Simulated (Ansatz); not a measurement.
YNi2B2C: pressure against volume

YNi2B2C, I4/mmm, a = 3.518 Å, c = 10.414 Å. The structure is a Materials Project entry; whether it is the stable form wasn't checked. Ansatz: r2SCAN, PAW, 500 eV, Γ-centred 14×14×14 mesh on 6 atoms, Gaussian smearing 0.10 eV; no spin polarisation. Shape and atoms are relaxed at each volume; pressure is positive in compression.

```
V (Å³/atom) P (GPa)
      9.773        ?
     10.095    13.66
     10.417     6.30
     10.739    -0.01
     11.062    -5.39
     11.384    -9.97
```

Problem. Take V0 = 10.739 Å³/atom, count pressures from its P0 = -0.01 GPa, fit the third-order Birch–Murnaghan form to the other rows, and predict the missing pressure.

Solution. With the Eulerian strain f = ½[(V0/V)^(2/3) − 1] and y = (P − P0)/[3f(1 + 2f)^(5/2)], the form is the line y = B0 + 1.5 B0 (B0′ − 4) f. Rows (f, y): 0.02104, 195.4; 0.01025, 195.1; -0.00978, 192.7; -0.01907, 191.9. Means f = 0.0006100, y = 193.78; Σ(Δf)² = 0.001006, ΣΔfΔy = 0.09404; the slope is their ratio. y = 193.7 + 93.52 f GPa, so B0 = 193.7 GPa and B0′ = 4 + 2 × (93.52)/(3 × 193.7) = 4.32. At V = 9.773, f = 0.03243, y = 196.73 and P = 22.39 GPa. The run gave 22.28 GPa, so the fit is 0.11 GPa too high, a small miss on the scale of the series. The form still works here, 25 % of the fitted range beyond its end.